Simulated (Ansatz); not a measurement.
Task: MnSi in space group P2_13 (No. 198; Mn on 4a, Si on 4a) is relaxed with PBE in the plane-wave PAW code Ansatz. What lattice parameters of the conventional cell result?

Result: a = 4.518 Å.

These are the values of the symmetrised cell.

Task: Give the free coordinates with the occupied sites.

Result: In one choice of origin and axes:

```csv
atom,site,symmetry,x,y,z
Mn,4a,.3.,0.1364,0.1364,0.1364
Si,4a,.3.,0.8452,0.8452,0.8452
```

Task: Is it a metal or does it have a gap at this level?

Result: No gap at this level.

The measured cell (COD 2300620, doi:10.1107/S1600576716006282; 293 K, pressure taken as ambient) has 11.90 Å³ per atom; the computed volume differs by -3.1 %, which includes thermal expansion and zero-point motion.

The PBE relaxation kept the symmetry of its start. Spin order of the final state: ferromagnetic, chosen from 4 collinear starts compared on coarse meshes (ties went to the first, and starts can fall back to one state), not a proven ground state. Textbook magnetic order: helical.

Potentials: the later of the program's two PAW sets.
